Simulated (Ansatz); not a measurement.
Cu Kα1 powder pattern (kinematic, no thermal factors).
2θ (°) (relative intensity): 14.53 (2), 21.88 (1), 29.31 (1), 31.29 (2), 33.84 (3), 36.87 (1), 37.76 (100), 43.52 (33), 44.60 (15), 58.33 (1), 63.24 (10), 64.08 (19), 69.48 (1), 76.07 (23), 77.61 (10), 80.67 (9)

The pattern is computed from a structure relaxed with DFT PBE, scalar-relativistic, plane waves, PAW in Ansatz. Collinear spin, ending at 0.4 μB a primitive cell. Its elements are Al, Sc.

Give the structure.

ScAl$_{5}$.
Space group P4/mmm (No. 123). a = 2.938 Å, b = 2.938 Å, c = 12.180 Å, α = 90.00°, β = 90.00°, γ = 90.00°
```json
{"atom": "Sc", "site": "1b", "symmetry": "4/mmm", "x": "0.0000", "y": "0.0000", "z": "0.5000"}
{"atom": "Al", "site": "2g", "symmetry": "4mm", "x": "0.0000", "y": "0.0000", "z": "0.8375"}
{"atom": "Al", "site": "1c", "symmetry": "4/mmm", "x": "0.5000", "y": "0.5000", "z": "0.0000"}
{"atom": "Al", "site": "2h", "symmetry": "4mm", "x": "0.5000", "y": "0.5000", "z": "0.3223"}
```

A pattern alone doesn't exclude other cells with like lines; this is the one computed.

Another cell of ScAl5 relaxed alike, in Cmmm, lies 129 meV/atom lower, so this cell isn't the stable form at this level.

The cell was found from a structure generator's guess, not taken from experiment.
